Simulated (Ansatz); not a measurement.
# CaLaGaO4: checking a database structure before trusting its electric field gradients

The cell is a COD entry.

```cif
data_CaLaGaO4
_symmetry_space_group_name_H-M 'Pna2_1'
_symmetry_Int_Tables_number 33
_cell_length_a 11.8083
_cell_length_b 5.3529
_cell_length_c 6.8603
_cell_angle_alpha 90.000
_cell_angle_beta 90.000
_cell_angle_gamma 90.000
loop_
_atom_site_label
_atom_site_type_symbol
_atom_site_symmetry_multiplicity
_atom_site_Wyckoff_symbol
_atom_site_fract_x
_atom_site_fract_y
_atom_site_fract_z
Ca Ca 4 a 0.5000 0.5000 0.5000
La La 4 a 0.2160 0.5080 0.2440
Ga Ga 4 a 0.4060 0.0660 0.2430
O13 O 4 a 0.3350 0.2260 0.4360
O17 O 4 a 0.1540 0.7320 0.5170
O21 O 4 a 0.4070 0.7220 0.2340
O25 O 4 a 0.5450 0.2240 0.2360
```

One atom of each set is listed.

The numbers come from a DFT calculation in Ansatz (PBE, plane waves and PAW, scalar-relativistic, 420 eV cutoff, Γ-centred 2×4×3 k-points, Fermi–Dirac smearing 0.02 eV).

**Question.** Do the atoms and the cell lie near the calculated equilibrium?

**Answer.** No. The largest force is 2.0 eV/Å, on atom 14 (O: 1 Ga at 1.79 Å; also 2 La at 2.45–2.49 Å, 1 Ca at 2.48 Å), and the pressure is 4.0 GPa. The atoms have to be relaxed before gradients are taken from this entry.
